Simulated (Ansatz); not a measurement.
**Notes on Lu2Sn2Pb**

```xyz
10
Lattice="8.2949 0.0000 0.0000 0.0000 8.2949 0.0000 0.0000 0.0000 3.8384" Properties=species:S:1:pos:R:3 pbc="T T T"
Sn    3.0832    7.2307    0.0000
Sn    1.0642    3.0832    0.0000
Sn    5.2117    1.0642    0.0000
Sn    7.2307    5.2117    0.0000
Lu    1.3969    5.5443    1.9192
Lu    2.7506    1.3969    1.9192
Lu    6.8980    2.7506    1.9192
Lu    5.5443    6.8980    1.9192
Pb    0.0000    0.0000    0.0000
Pb    4.1475    4.1475    0.0000
```

Method: r2SCAN, no spin polarisation; PAW, plane waves to 500 eV, 4×4×9 Γ-centred mesh, fermi-dirac occupations (width 0.1 eV) (Ansatz 0.2.0), atoms fixed.

Q: What happens at the Fermi level?

A: It is a metal, with about 7.4 states/eV a cell as the mean within 0.25 eV of the Fermi level, mostly Lu d (48 %) and Sn p (28 %).

Q: Is the cell too large or too small?

A: The pressure is 1.7 GPa (compression positive), so with the atoms held at these fractions the cell would first expand. The principal stresses 0.5, 0.5, 4.0 GPa differ, so its shape would change too.

Q: Describe some of the short contacts.

A: Sn–Sn at 3.01 Å: least valence density 0.24 e/Å³ and ELF 0.38 there. Sn–Lu at 3.06 Å: least valence density 0.21 e/Å³ and ELF 0.29 there. Sn–Pb at 3.26 Å: least valence density 0.17 e/Å³ and ELF 0.28 there. These are pseudo-fields; inside the PAW spheres they differ from the all-electron ones.

Q: Which atom feels the largest force, and which way?

A: The largest is on Lu7 (and as large on other atoms): 0.17 eV/Å, components (-0.12, -0.12, 0.00). It makes 39° with the line to a nearest neighbour, Sn3 at 3.06 Å, pointing towards it.

Q: Which element gives electrons and which takes them?

A: Bader charges in e: Lu +1.46, Sn -1.28, Pb -0.38. In the mean Lu gives up most and Sn takes most.

Origin: a known structure type with other elements, at an estimated volume, so it need not be a known compound.
